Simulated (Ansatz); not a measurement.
Sb:
```
Sb
1.0
    0.00000     3.49599     3.49599
    3.49599     0.00000     3.49599
    3.49599     3.49599     0.00000
Sb
2
Direct
  0.00000   0.00000   0.00000
  0.25000   0.25000   0.25000
```

Relaxed with PBE. Special points in fractions of this cell's reciprocal vectors: Γ (0.000, 0.000, 0.000); X (0.500, 0.000, 0.500); U (0.625, 0.250, 0.625); K (0.375, 0.375, 0.750); L (0.500, 0.500, 0.500); W (0.500, 0.250, 0.750).

Q: List the band energies nearest the Fermi level at these points for plane-wave PAW PBE with spin–orbit coupling (Ansatz code).

A: In eV from the Fermi level; about four levels below and three above (degenerate sets whole), none deeper than 8.9 eV; points with the same levels are listed once.

| k | below | above |
|---|---|---|
| Γ | -1.48 -1.48 -1.48 -1.48 | 0.15 0.15 0.76 0.76 0.76 0.76 |
| X | -0.41 -0.41 -0.41 -0.41 | 4.14 4.14 4.14 4.14 |
| U | -3.09 -3.09 -0.43 -0.43 | 1.16 1.16 3.13 3.13 |
| L | -2.26 -2.26 -2.19 -2.19 | 1.41 1.41 1.78 1.78 |
| W | -3.71 -3.71 -3.51 -3.51 | 0.56 0.56 1.00 1.00 |

Space group Fd-3m (diamond). The start of the workflow was typed in or built on a structure type; neither database checked (COD, Materials Project) lists it. It is not the phase usual at ambient conditions (space group No. 166). The cell was relaxed with PBE under the symmetry of its start; whether a distortion lowers the energy is not shown.

Potentials: the later of the program's two PAW sets.
